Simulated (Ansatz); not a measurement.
The start is a relaxed ZrGe cell, doubled along one cell vector, shaken by Gaussian noise of σ = 0.08 Å a coordinate. Cell shape, volume and atoms are optimised at zero target pressure with r2SCAN (plane waves to 500 eV, PAW, scalar-relativistic; Ansatz, an electronic-structure program). The first steps use a coarse 7×7×2 k-mesh.

The start:
```
ZrGe
1.0
    3.82459     0.00000     0.00000
   -1.91230     3.31219     0.00000
    0.00000     0.00000    13.56372
Ge Zr
4 4
Cartesian
  2.03281   1.13465   1.70847
  2.06581   1.06940   8.53653
 -0.00211   2.21587   5.08139
  0.07657   2.29904  11.82059
  0.10558   0.02394   3.33388
 -0.00593  -0.00733  10.25847
  0.05663  -0.10910   0.12418
  0.14391   0.05431   6.72382
```

Task: What is the largest force in the starting geometry, and on which atom (counted from 1)?

Result: About 1.7 eV/Å, on Zr7 (atoms numbered as listed).

Task: By how much does the energy per atom fall from start to end?

Result: 0.05 eV/atom.

Task: Does it find its way back to the structure it was made from?

Result: The parent structure is recovered, P6₃/mmc (No. 194).

Task: What band gap does the relaxed structure have at this level?

Result: No gap (metallic).

Final structure:

Space group P6₃/mmc (No. 194); a = b = 3.825 Å, c = 6.782 Å, α = β = 90.00°, γ = 120.00°

```tsv
atom	site	symmetry	x	y	z
Ge	2d	-6m2	0.6667	0.3333	0.2500
Zr	2a	-3m.	0.0000	0.0000	0.0000
```

Final values are on a 14×14×7 k-mesh of the relaxed cell. No spin polarisation in the result.

The relaxed structure here is a generated cell of ZrGe: the first start was made by placing the elements on the sites of a structure type, and the end was not matched to a known phase here, so it may be hypothetical.
